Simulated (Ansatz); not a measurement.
CsSnBr₃:
Space group Pm-3m (No. 221); a = 5.753 Å, b = 5.753 Å, c = 5.753 Å, α = 90.00°, β = 90.00°, γ = 90.00°

```csv
atom,site,symmetry,x,y,z
Cs,1a,m-3m,0.0000,0.0000,0.0000
Sn,1b,m-3m,0.5000,0.5000,0.5000
Br,3c,4/mm.m,0.0000,0.5000,0.5000
```

Relaxed with PBEsol. Plane-wave PAW PBEsol (Ansatz code) gives no gap.

**Question.** What gap does HSE06 give on the same cell (Ansatz, PAW)?

**Answer.** 0.58 eV. The hybrid was solved on a coarser mesh and at special points; its gap is the smallest among all of these. On such a mesh it can open a false gap in a semimetal.

| k | v1 PBEsol | c1 PBEsol | v1 HSE06 | c1 HSE06 |
|---|---|---|---|---|
| Γ | -3.22 | 1.84 | … | … |
| R | 0.00 | 0.18 | 0.00 | 0.58 |
| M | -1.07 | 0.77 | … | … |
| X | -2.18 | 1.28 | … | … |

**Question.** Top valence (v1) and lowest conduction level (c1) in eV from each method's valence maximum (which need not be a listed point): supply the withheld HSE06 values.

**Answer.** 
- X, v1 HSE06: -2.53
- X, c1 HSE06: 1.70
- Γ, v1 HSE06: -3.97
- Γ, c1 HSE06: 2.39
- M, v1 HSE06: -1.24
- M, c1 HSE06: 1.17

Cost on shared cores: the PBEsol run (SCF on a 7×7×7 mesh, then bands and DOS) roughly 60 core-seconds, the HSE06 run (SCF on 3×3×3, then a few points) very roughly 2.9 core-minutes; the tasks are unlike.

Symmetry was held in the PBEsol relaxation. Scalar-relativistic: spin–orbit coupling is off unless named, which matters more the heavier the elements.

Potentials: the later of the program's two PAW sets.
